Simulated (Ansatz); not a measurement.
What settings do to one calculation: Si started on a P site next to H started midway between two neighbours in zincblende AlP, 17 atoms, charge 0

Ansatz (PAW, plane waves), atoms fixed. The base input:

```yaml
crystal:
  lattice:
    - [0.000000, 5.470000, 5.470000]
    - [5.470000, 0.000000, 5.470000]
    - [5.470000, 5.470000, 0.000000]
  atoms:
    - { symbol: Al, position: [0.003630, 0.001684, 0.994855] }
    - { symbol: Al, position: [0.500068, 0.503625, 0.500505] }
    - { symbol: Al, position: [0.990291, 0.009681, 0.502999] }
    - { symbol: Al, position: [0.488643, 0.489496, 0.034677] }
    - { symbol: Al, position: [0.005260, 0.499057, 0.997464] }
    - { symbol: Al, position: [0.507136, 0.996057, 0.499047] }
    - { symbol: Al, position: [0.500340, 0.996794, 0.002982] }
    - { symbol: Al, position: [0.997189, 0.498927, 0.500928] }
    - { symbol: P, position: [0.130009, 0.125444, 0.120586] }
    - { symbol: P, position: [0.121978, 0.122036, 0.626798] }
    - { symbol: P, position: [0.622066, 0.627007, 0.125441] }
    - { symbol: P, position: [0.117774, 0.621239, 0.134002] }
    - { symbol: P, position: [0.627737, 0.125250, 0.623212] }
    - { symbol: P, position: [0.619681, 0.124108, 0.130947] }
    - { symbol: P, position: [0.125460, 0.624479, 0.623867] }
    - { symbol: Si, position: [0.632576, 0.639377, 0.587972] }
    - { symbol: H, position: [0.557050, 0.567074, 0.813878] }
kpoints:
  mp_grid: { grid: [2, 2, 2], shift: [0.5, 0.5, 0.5] }
hamiltonian:
  xc: pbesol
scf:
  occupations: { method: fermi_dirac, width: 0.01 }
output:
  forces: true
  eigenvalues: true
  stress: true
  populations: true
  write_density: true
  write_potential: true
  elf: true
  volumetric_format: npy
```

Command:

```sh
ansatz run in.yaml --threads 8 --pin off --max-ram 13300MiB --runs-dir r --events-out ev --progress --plain
```

It converged in 7 iterations and 1 s of wall time on a shared host; largest force component 2.66 eV/Å, pressure 4.47 GPa. The cutoff was the default, 420 eV. The base isn't a converged reference: it has few k points, and its atoms are unrelaxed. Each run below changes the keys shown and caps the iterations.

| run | changed | ending | iterations | free energy less the base (meV per atom) | rms change of forces (eV/Å) | change of pressure (GPa) | wall time (s, shared host) |
| --- | --- | --- | --- | --- | --- | --- | --- |
| 1 | occupations tetrahedron, max_iter 60, k points the single k point (½, ½, ½) | converged | 8 | 42.0 | 0.109 | 0.48 | 0.5 CPU |
| 2 | max_iter 9 | converged | 7 | 0.0 | 0.000 | 0.00 | 0.7 CPU |
| 3 | ecutrho_ratio 3, max_iter 80, k points a 2×2×2 mesh centred on Γ | converged | 7 | 48.9 | 0.033 | 0.43 | 0.7 CPU |
| 4 | occupations tetrahedron, accuracy high, xc_grid 1 (2 is the default), max_iter 60 | converged | 9 | 0.0 | 0.000 | 0.00 | 0.8 CPU |
| 5 | dispersion d3bj, xc rpbe, max_iter 60 | converged | 7 | other zero | 0.055 | -7.13 | 0.7 CPU |
| 6 | mixing beta 0.03, max_iter 70 | converged | 8 | 0.0 | 0.000 | 0.00 | 0.8 CPU |
| 7 | width 2.0 eV, max_iter 14, occupations gaussian | converged | 8 | -123.1 | 0.143 | 0.75 | 1 CPU |
| 8 | initial_magnetization 1, mixing beta 1.0, max_iter 90 | converged | 9 | 0.0 | 0.000 | 0.00 | 1.5 CPU |

«Other zero»: another functional, charge or dispersion term moves the zero of energy, so the difference says nothing of accuracy.

Q: Which changes leave the result alone, and which of the same physical model moves the forces most?

A: The forces move by under 0.002 eV/Å in runs 2, 4, 6, 8. Run 7 (width 2.0 eV, max_iter 14, occupations gaussian) moves them most among the runs with the same functional, charge and dispersion term, by 0.143 eV/Å.
